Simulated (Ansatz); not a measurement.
NbAg (rock salt, space group No. 225), a = 5.381 Å, b = 5.381 Å, c = 5.381 Å, α = 90.00°, β = 90.00°, γ = 90.00°; the cell used has 2 atoms.

This is the PBEsol-relaxed structure.

Task: All from the program Ansatz at the PBEsol level (PAW), unless another level is named. Estimate the bulk modulus (Birch–Murnaghan fit).

Result: 135 GPa.

Task: Next, the elastic constants (relaxed ions, GPa)?

Result: C11 = 292, C12 = 56.4, C44 = -12.4.

Task: Give the highest zone-centre frequency.

Result: 175 cm⁻¹.

Space group Fm-3m (rock salt). The start of the workflow was typed in or built on a structure type; neither database checked (COD, Materials Project) lists it. Whether it is the stable phase at ambient conditions was not checked. The cell was relaxed with PBEsol under the symmetry of its start. At this level the phase is mechanically unstable. The run is not spin-polarised. Its formation energy is positive at this level, so the cell may be metastable or incomplete. As this level gives no gap, shear constants depend on the k-mesh and smearing (Fermi–Dirac, 0.1 eV here). As this level gives no gap, phonon frequencies hold no LO–TO term and depend on the k-mesh and smearing (Fermi–Dirac, 0.1 eV here).

Potentials: the earlier of the program's two PAW sets. The files were generated under PBE; for other functionals the program regenerates the frozen cores, and for LDA and PBEsol the local potential too.
